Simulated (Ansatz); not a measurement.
This guess for HfCl5 is about to be relaxed.

```
Hf Cl
1.0
     0.00000    4.24478    4.24478
     4.24478    0.00000    4.24478
     4.24478    4.24478    0.00000
Hf Cl
1 5
Direct
  0.00000 0.00000 0.00000
  0.25000 0.25000 0.25000
  0.12831 0.62390 0.62390
  0.62390 0.62390 0.62390
  0.62390 0.62390 0.12831
  0.62390 0.12831 0.62390
```

Method: DFT PBE, scalar-relativistic, plane waves, PAW (Ansatz 0.2.0). Cutoff 420 eV, Gaussian smearing, Γ-centred meshes. Cell and atoms relax first on a coarse mesh and then on a finer one. In between, the cell is made exact in the group found at 0.06 Å. In metals the finer mesh still leaves noise of several meV/atom or more. The steps can't lower the symmetry of their start. No spin polarisation.

A guess keeps its type if space group and coordination stay and the shape of the cell changes little (axis ratios within about 15 %, angles within 6°); the volume may change.

**Question.** Will the relaxed cell still be of the starting type?

**Answer.** It keeps its type. The symmetry stays F-43m (No. 216). The volume per atom shrinks by 19.8 %, from 25.5 to 20.4 Å³. The shortest distance goes from 2.98 Å (Cl–Cl) to 2.78 Å (Cl–Cl). Counting neighbours within 15 % of an atom's shortest distance, the start has Cl 6/16, Hf 16 and the end Cl 6/16, Hf 16.

The last run used an 8×8×8 mesh for its 6-atom cell and Gaussian smearing of 0.10 eV. These runs have no spin–orbit coupling, which can matter for Hf. An odd number of electrons in the primitive cell allows no gap without spin; a larger cell or a magnetic state could open one. The cell is a metal run without spin; a magnetic state may lie lower. A structure relaxed within its symmetry needn't be a true minimum. Another cell of HfCl5 relaxed alike, in R-3m, lies 1.29 eV/atom lower, so this cell isn't the stable form at this level.

In counts of neighbours, a slash parts the counts of unlike sites.
